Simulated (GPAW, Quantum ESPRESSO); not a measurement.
This is a calculation of Ga3Se for GPAW 26.7.0 (ASE script). The cell comes from a database or a generator and needn't be the stable form of this composition.

File run.py:

```python
from ase import Atoms
from ase.dft.bandgap import bandgap
from ase.io import write
from ase.units import Bohr, GPa
from gpaw import GPAW, PW, setup_paths
from gpaw.elf import elf_from_dft_calculation

setup_paths.insert(0, '.')

atoms = Atoms(['Se', 'Ga', 'Ga', 'Ga'],
              cell=[[4.432465, 0.0, 0.0],
                    [0.0, 4.432465, 0.0],
                    [0.0, 0.0, 4.432465]],
              scaled_positions=[[0.0, 0.0, 0.0],
                                [0.5, 0.5, 0.0],
                                [0.5, 0.0, 0.5],
                                [0.0, 0.5, 0.5]],
              pbc=True)

calc = GPAW(mode=PW(600),
            xc='PBEsol',
            kpts={'size': (6, 6, 6), 'gamma': True},
            occupations={'name': 'fermi-dirac', 'width': 0.05},
            nbands=18,
            convergence={'density': 1e-05, 'energy': 1e-05},
            maxiter=150,
            txt='gpaw.txt')
atoms.calc = calc
energy = atoms.get_potential_energy()
forces = atoms.get_forces()
stress = atoms.get_stress()
calc.write('gs.gpw')
write('result.traj', atoms)
print(f'Energy: {energy:.6f} eV')
print('Forces (eV/A):')
print(forces.round(4))
print('Stress (GPa):', (stress / GPa).round(3))
print('Fermi level:', round(calc.get_fermi_level(), 4), 'eV')
print(f'Gap: {bandgap(calc)[0]:.4f} eV, direct: {bandgap(calc, direct=True)[0]:.4f} eV')

# fields on the real-space grid
write('density.cube', atoms, data=calc.get_pseudo_density() * Bohr**3)
write('potential.cube', atoms, data=calc.get_electrostatic_potential())
write('elf.cube', atoms, data=elf_from_dft_calculation(calc).data)
```

Potentials or basis: PAW data sets generated in the run's folder for this functional, pw.

Run with:

```bash
$ gpaw-setup -f PBEsol Ga Se
$ OMP_NUM_THREADS=1 python run.py
```

Problem. Translate it to Quantum ESPRESSO 7.5. Potentials or basis there: GBRV 1.5 PBEsol, cutoff 762 eV.

Solution. As run (cutoffs and basis follow the program's own potentials, and thresholds, step limits or extra output files can differ):

The input pw.in:

```
&CONTROL
  calculation = 'scf'
  prefix = 'pwscf'
  outdir = './tmp'
  pseudo_dir = './pseudo'
  tprnfor = .true.
  tstress = .true.
  disk_io = 'low'
/
&SYSTEM
  ibrav = 0
  nat = 4
  ntyp = 2
  ecutwfc = 56
  ecutrho = 448
  nbnd = 42
  occupations = 'smearing'
  smearing = 'fd'
  degauss = 0.00367493
/
&ELECTRONS
  conv_thr = 8d-10
  electron_maxstep = 120
  mixing_beta = 0.5
/
ATOMIC_SPECIES
Se    78.9710 se_pbesol_v1.uspp.F.UPF
Ga    69.7230 ga_pbesol_v1.4.uspp.F.UPF
CELL_PARAMETERS angstrom
   4.4324650000    0.0000000000    0.0000000000
   0.0000000000    4.4324650000    0.0000000000
   0.0000000000    0.0000000000    4.4324650000
ATOMIC_POSITIONS crystal
Se     0.0000000000    0.0000000000    0.0000000000
Ga     0.5000000000    0.5000000000    0.0000000000
Ga     0.5000000000    0.0000000000    0.5000000000
Ga     0.0000000000    0.5000000000    0.5000000000
K_POINTS automatic
6 6 6 0 0 0
```

File pp_density.in:

```
&INPUTPP
  prefix = 'pwscf'
  outdir = './tmp'
  filplot = 'density.dat'
  plot_num = 0
/
&PLOT
  nfile = 1
  filepp(1) = 'density.dat'
  iflag = 3
  output_format = 6
  fileout = 'density.cube'
/
```

The input pp_potential.in:

```
&INPUTPP
  prefix = 'pwscf'
  outdir = './tmp'
  filplot = 'potential.dat'
  plot_num = 11
/
&PLOT
  nfile = 1
  filepp(1) = 'potential.dat'
  iflag = 3
  output_format = 6
  fileout = 'potential.cube'
/
```

Potentials or basis: GBRV 1.5 PBEsol.

Launch:

```console
$ OMP_NUM_THREADS=1 mpirun -n 2 pw.x -nk 2 -in pw.in > pw.out
$ OMP_NUM_THREADS=1 mpirun -n 1 pp.x -in pp_density.in > pp_density.out
$ OMP_NUM_THREADS=1 mpirun -n 1 pp.x -in pp_potential.in > pp_potential.out
```

Both were run:

|  | GPAW | Quantum ESPRESSO |
| --- | --- | --- |
| Pressure | -3.9 GPa | -3.7 GPa |

The potentials hold 15 and 63 valence electrons a cell.

Pressure is positive in compression.
